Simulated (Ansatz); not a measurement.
**Ir: levels along high-symmetry lines**

```
Ir
1.0
     0.00000    1.91970    1.91970
     1.91970    0.00000    1.91970
     1.91970    1.91970    0.00000
Ir
1
Direct
  0.00000 0.00000 0.00000
```

The cell comes from COD entry 9008470, which wasn't checked; take it as a given geometry.

Theory: DFT, PBE, all-electron LAPW, Dirac equation with spin-orbit coupling in Ansatz 0.2.0.

Settings: a Γ-centred 18×18×18 k mesh, Fermi–Dirac smearing of 0.05 eV, basis error target 0.5 meV/atom, no spin polarisation.

Points in fractions of the reciprocal vectors of this cell: Γ (0, 0, 0), X (0.5, 0, 0.5), U (0.625, 0.25, 0.625), K (0.375, 0.375, 0.75), L (0.5, 0.5, 0.5), W (0.5, 0.25, 0.75). The path joins them by straight lines in the order Γ–X–U–K–Γ–L–W–X; legs that retrace an earlier one aren't tabulated. Energies are in eV from the Fermi level.

(1) Metal or insulator at this level of theory?

(2) Tabulate bands 38 to 43, counted from the lowest band of the run, along the path.

Results:

(1) No gap opens: metallic or semimetallic.

(2) 
```tsv
k (1/Å)	point	band 38	band 39	band 40	band 41	band 42	band 43
0.00	Γ	-4.33	-3.50	-3.50	-1.14	-1.14	-1.14
0.33		-4.05	-3.31	-3.31	-1.60	-1.60	-0.98
0.65		-3.51	-2.41	-2.41	-2.27	-2.27	-0.51
0.98		-3.11	-1.24	-1.24	-0.97	-0.97	0.20
1.31		-0.78	0.29	0.29	0.45	0.45	1.21
1.64	X	0.64	1.08	1.08	1.31	1.31	1.98
1.75		0.18	0.66	0.66	1.52	1.52	2.57
1.87		-0.74	0.37	0.37	1.41	1.41	3.67
1.98		-1.61	-0.03	-0.03	1.21	1.21	4.85
2.10		-2.40	-0.49	-0.49	0.94	0.94	6.02
2.22	U	-3.11	-0.97	-0.97	0.63	0.63	6.10
2.42		-3.73	-1.36	-1.36	0.66	0.66	6.08
2.62		-4.55	-1.73	-1.73	0.80	0.80	6.54
2.82		-4.55	-1.73	-1.73	0.80	0.80	6.54
3.02		-3.73	-1.36	-1.36	0.66	0.66	6.08
3.22	K	-3.11	-0.97	-0.97	0.63	0.63	6.10
3.56		-4.63	-2.15	-2.15	-0.51	-0.51	4.15
3.91		-4.47	-2.59	-2.59	-1.72	-1.72	2.08
4.26		-3.91	-2.73	-2.73	-2.17	-2.17	-0.16
4.61		-4.12	-3.32	-3.32	-1.50	-1.50	-1.07
4.95	Γ	-4.33	-3.50	-3.50	-1.14	-1.14	-1.14
5.24		-4.20	-3.40	-3.40	-1.31	-1.31	-1.18
5.52		-4.05	-3.06	-3.06	-1.49	-1.49	-1.02
5.80		-4.18	-3.19	-3.19	-0.84	-0.84	-0.28
6.09		-3.53	-2.39	-2.39	0.16	0.16	0.70
6.37	L	-3.67	-1.01	-1.01	0.57	0.57	1.16
6.60		-3.65	-1.96	-1.96	0.76	0.76	2.11
6.83		-3.45	-2.88	-2.88	0.62	0.62	4.02
7.06		-4.25	-2.15	-2.15	0.52	0.52	6.03
7.30		-4.84	-1.76	-1.76	0.99	0.99	6.84
7.53	W	-5.02	-1.82	-1.82	1.45	1.45	8.05
7.69		-4.04	-1.50	-1.50	1.46	1.46	7.29
7.85		-2.88	-0.76	-0.76	1.47	1.47	5.96
8.02		-1.60	0.02	0.02	1.51	1.51	4.47
8.18		-0.23	0.56	0.56	1.55	1.55	2.97
8.35	X	0.64	1.08	1.08	1.31	1.31	1.98
```
